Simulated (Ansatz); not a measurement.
According to r²SCAN (plane waves, PAW; program Ansatz), TiSi2 in the orthorhombic phase (Cmcm; Ti on 4c, Si on 4c, Si on 4c) relaxes to a = 3.527 Å, b = 13.522 Å, c = 3.566 Å. Against the elements it lies at -0.54 eV/atom, with no fitted shifts.

Electronic character: metallic (no gap).

Symmetry was held in the r²SCAN relaxation. The run is not spin-polarised. The references are the lowest solids computed at this level, not always the standard phases.

Potentials: the earlier of the program's two PAW sets.
